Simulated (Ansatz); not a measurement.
InRh:
```yaml
crystal:
  lattice:
    - [3.20411, 0.00000, 0.00000]
    - [0.00000, 3.20411, 0.00000]
    - [0.00000, 0.00000, 3.20411]
  atoms:
    - { symbol: In, position: [0.50000, 0.50000, 0.50000] }
    - { symbol: Rh, position: [0.00000, 0.00000, 0.00000] }
```

Relaxed with r²SCAN.

Task: Map the valence electron density (e/Å³), cut off at 5 on the plane through (0.500, 0.500, 0.500) spanned by u = [1, 0, 0] and v = [0, 1, 1] in lattice vectors, from plane-wave PAW r²SCAN (Ansatz code).

Result: x is the fraction of u, y of v (the angle between them is 90°; rows are the nearest grid lines); atoms in the plane: In at (0.00, 0.00), Rh at (0.50, 0.50).
```
y \ x   0.000  0.0625  0.188  0.250  0.375  0.438  0.562  0.625  0.750  0.812  0.938   1.00
------  -----  ------  -----  -----  -----  -----  -----  -----  -----  -----  -----  -----
1.00     5.00    5.00   3.29   1.23  0.254  0.185  0.185  0.254   1.23   3.29   5.00   5.00
0.913    5.00    5.00   1.89  0.779  0.233  0.184  0.184  0.233  0.779   1.89   5.00   5.00
0.826    1.32    1.16  0.522  0.352  0.227  0.210  0.210  0.227  0.352  0.522   1.16   1.32
0.783   0.519   0.487  0.336  0.288  0.274  0.278  0.278  0.274  0.288  0.336  0.487  0.519
0.696   0.214   0.220  0.284  0.378  0.800   1.08   1.08  0.800  0.378  0.284  0.220  0.214
0.609   0.192   0.205  0.441  0.903   4.49   5.00   5.00   4.49  0.903  0.441  0.205  0.192
0.522   0.197   0.220  0.625   1.82   5.00   5.00   5.00   5.00   1.82  0.625  0.220  0.197
0.478   0.197   0.220  0.625   1.82   5.00   5.00   5.00   5.00   1.82  0.625  0.220  0.197
0.391   0.192   0.205  0.441  0.903   4.49   5.00   5.00   4.49  0.903  0.441  0.205  0.192
0.304   0.214   0.220  0.284  0.378  0.800   1.08   1.08  0.800  0.378  0.284  0.220  0.214
0.217   0.519   0.487  0.336  0.288  0.274  0.278  0.278  0.274  0.288  0.336  0.487  0.519
0.174    1.32    1.16  0.522  0.352  0.227  0.210  0.210  0.227  0.352  0.522   1.16   1.32
0.0870   5.00    5.00   1.89  0.779  0.233  0.184  0.184  0.233  0.779   1.89   5.00   5.00
0.000    5.00    5.00   3.29   1.23  0.254  0.185  0.185  0.254   1.23   3.29   5.00   5.00
```

The density is the valence pseudo-density with augmentation charge, so density and ELF within about 1 Å of a nucleus are not all-electron values.

Space group Pm-3m (CsCl type). The workflow started from an entry of the Crystallography Open Database (COD). Whether it is the stable phase at ambient conditions was not checked. The cell was relaxed with r²SCAN under the symmetry of its start; whether a distortion lowers the energy is not shown. No spin polarisation was allowed.

Potentials: the later of the program's two PAW sets.
